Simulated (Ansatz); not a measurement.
The elements of this relaxed trial crystal are hidden behind letters.

```
lattice vectors (Å)
   3.8389    0.0000    0.0000
  -1.9194    3.3246    0.0000
   0.0000    0.0000    9.5635
fractional positions
X 0.0000 0.0000 0.9885
X 0.3333 0.6667 0.3438
Z 0.6667 0.3333 0.6602
Q 0.0000 0.0000 0.7285
Q 0.6667 0.3333 0.4422
Q 0.3333 0.6667 0.0868
```

All numbers below come from DFT PBE, scalar-relativistic, plane waves, PAW (Ansatz 0.2.0). Cutoff 420 eV, Γ-centred 12×12×4 mesh (6-atom cell), Gaussian smearing of 0.02 eV, no spin polarisation.

* Space group: P3m1 (No. 156)
* Conventional cell: a = 3.839 Å, c = 9.563 Å
* Volume per atom: 20.34 Å³
* Density: 3.94 g/cm³
* Energy over the elements: −0.134 eV/atom
* Gap on the 12×12×4 mesh of the 6-atom cell: 0.34 eV

Energies are uncorrected and count from the elements' standard states at the same level.

Task: X is a p-block element of period 3, Z is a p-block element of period 2 and Q is a p-block element of period 4. Which elements are they?

Result: X = Al, Z = B, Q = As, so the formula is Al2BAs3. Density times volume gives a mean mass of 3.94 × 20.34/1.6605 = 48.3 u per atom, and this set has 48.3 u. Al on its first site has 4 As at 2.41–2.49 Å; B is surrounded by 1 As at 2.08 Å and 3 As at 2.31 Å; As on its first site has 3 B at 2.31 Å and 1 Al at 2.49 Å; 3 more sites not described. Other sets within the hints have nearly the same mass, so mass alone doesn't settle it; this one was computed.

Kohn–Sham gaps at this level usually fall short of measured ones. Symmetry constrained the relaxation, so the result can be a saddle point. Another cell of Al2BAs3 relaxed alike, in I-4m2, lies 18 meV/atom lower, so this cell isn't the stable form at this level.
